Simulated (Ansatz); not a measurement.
Nb3Sn (A15 (Cr3Si type), Pm-3n) at seven volumes, DFT-PBEsol in the program Ansatz with PAW potentials, scaled uniformly. One row is withheld.

```csv
V (Å³/atom),P (GPa)
16.541,20.20
17.086,12.39
17.632,?
18.177,0.00
18.722,-4.89
19.268,-9.08
19.813,-12.66
```

Question: Fit the shown pressures and predict the withheld one.

Answer: P = (3/2)B₀(x^(7/2) − x^(5/2))[1 + (3/4)(B′ − 4)(x − 1)] with x = (V₀/V)^(2/3). Least squares on the six rows gives V₀ = 18.177 Å³/atom, B₀ = 176 GPa, B′ = 4.18. At V = 17.632, x = 1.0205 and P = 5.71 GPa. The run itself gave 5.72 GPa.

The cell was relaxed with PBEsol under the symmetry of its start; of distortions, only those at the zone centre were tested. The run is not spin-polarised. Spin–orbit coupling is left out wherever it is not named.

Potentials: the later of the program's two PAW sets.
